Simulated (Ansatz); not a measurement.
Rb2NaInCl6 in space group Fm-3m (No. 225; Rb on 8c, Na on 4b, In on 4a, Cl on 24e), the program Ansatz at the r²SCAN level (PAW). The conduction-band minimum lies at Γ, with 1 equivalent valley. Second derivatives d²E/dk² of the lowest band at one valley (eV·Å²), along Cartesian directions:

| direction | d²E/dk² |
|---|---|
| [100] | 16.56 |
| [010] | 16.56 |
| [001] | 16.56 |
| [110] | 16.56 |
| [101] | 16.56 |
| [011] | 16.56 |

Q: Find the principal effective masses, the density-of-states mass and the conductivity mass.

A: Off-diagonal terms follow from H_xy = H[110] − (H_xx + H_yy)/2, and m*/mₑ = 7.620 eV·Å² over each eigenvalue: 0.46, 0.46, 0.46. One valley's DOS mass (m₁m₂m₃)^(1/3) = 0.46, conductivity mass 3/(Σ 1/mᵢ) = 0.46 mₑ.

Q: What effective density of states Nc follows at 300 K for parabolic valleys?

A: Nc = 2.509e19 × 1 × (0.46)^(3/2) ≈ 7.8e18 cm⁻³.

The workflow started from a Materials Project entry (that database holds measured and hypothetical structures alike); the Crystallography Open Database copy checked does not list it. Its standing as an ambient phase is unchecked. The r²SCAN relaxation kept the symmetry of its start; its stability against distortions is not shown here. Scalar-relativistic: spin–orbit coupling is off unless named, which matters more the heavier the elements.

Potentials: the later of the program's two PAW sets.

Edges and masses are those of Kohn–Sham bands, whose gap is no quasiparticle gap.
